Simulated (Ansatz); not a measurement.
Cs₂TlAsI₆:
```yaml
crystal:
  lattice:
    - [0.00000, 6.02698, 6.02698]
    - [6.02698, 0.00000, 6.02698]
    - [6.02698, 6.02698, 0.00000]
  atoms:
    - { symbol: Cs, position: [0.75000, 0.75000, 0.75000] }
    - { symbol: Cs, position: [0.25000, 0.25000, 0.25000] }
    - { symbol: Tl, position: [0.50000, 0.50000, 0.50000] }
    - { symbol: As, position: [0.00000, 0.00000, 0.00000] }
    - { symbol: I, position: [0.76460, 0.23540, 0.23540] }
    - { symbol: I, position: [0.23540, 0.76460, 0.76460] }
    - { symbol: I, position: [0.23540, 0.76460, 0.23540] }
    - { symbol: I, position: [0.76460, 0.23540, 0.76460] }
    - { symbol: I, position: [0.23540, 0.23540, 0.76460] }
    - { symbol: I, position: [0.76460, 0.76460, 0.23540] }
```

Relaxed with PBEsol. Special points in fractions of this cell's reciprocal vectors: Γ (0.000, 0.000, 0.000); X (0.500, 0.000, 0.500); U (0.625, 0.250, 0.625); K (0.375, 0.375, 0.750); L (0.500, 0.500, 0.500); W (0.500, 0.250, 0.750).

### Question
List the band energies nearest the valence-band maximum at these points for the program Ansatz at the PBEsol level (PAW).

### Answer
In eV from the valence-band maximum; about four levels below and three above (degenerate sets whole), none deeper than 8.9 eV; points with the same levels are listed once.

```csv
k,below,above
Γ,-1.09 -1.09 -1.09 0.00,0.61 0.61 0.61
X,-1.81 -1.81 -1.81 -1.81 -1.32 -1.11 -0.46,0.94 0.94 1.16
U,-1.61 -1.39 -1.24 -1.01,1.11 1.52 1.74
L,-1.59 -1.59 -1.40 -1.40 -1.37,2.13 2.13 2.67
W,-1.42 -1.42 -1.33 -0.89,1.07 1.07 2.33
```

Space group Fm-3m. The first step of the workflow began from a Materials Project structure, measured or hypothetical; the Crystallography Open Database copy checked does not list it. Its standing as an ambient phase is unchecked. The PBEsol relaxation kept the symmetry of its start; whether a distortion lowers the energy is not shown. Scalar-relativistic: spin–orbit coupling is off unless named, which matters more the heavier the elements.

Potentials: the later of the program's two PAW sets.
